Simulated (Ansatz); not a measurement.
VBiO₄ (I4_1/a), relaxed with PBEsol (Ansatz, a quantum-chemistry and plane-wave program, plane waves, PAW): a = b = 5.107 Å, c = 11.576 Å, α = β = γ = 90.00°.

```
Quantity                         Result
-------------------------------  ------
gap (eV)                           2.09
ΔH_f (eV/atom)                    -1.97
B₀ by P(V) fit (GPa)                135
electron conductivity mass (mₑ)     1.0
```

Problem. The same phase is relaxed and computed with r²SCAN in the same code. What are the cell and these values now?

Solution. a = b = 5.121 Å, c = 11.620 Å, α = β = γ = 90.00°.

* **gap (eV)**: 2.42
* **ΔH_f (eV/atom)**: -2.09
* **B₀ by P(V) fit (GPa)**: 138
* **electron conductivity mass (mₑ)**: 1.1

All cells were relaxed under the symmetry of their starts (and spin orders); stability against distortions was not tested throughout. Rows with no word on spin ran without spin polarisation. Spin–orbit coupling is left out wherever it is not named.

Potentials: the later of the program's two PAW sets.

Ansatz is a plane-wave DFT program.

Formation energies count from the lowest solids of the elements computed at the same level, not from gases.
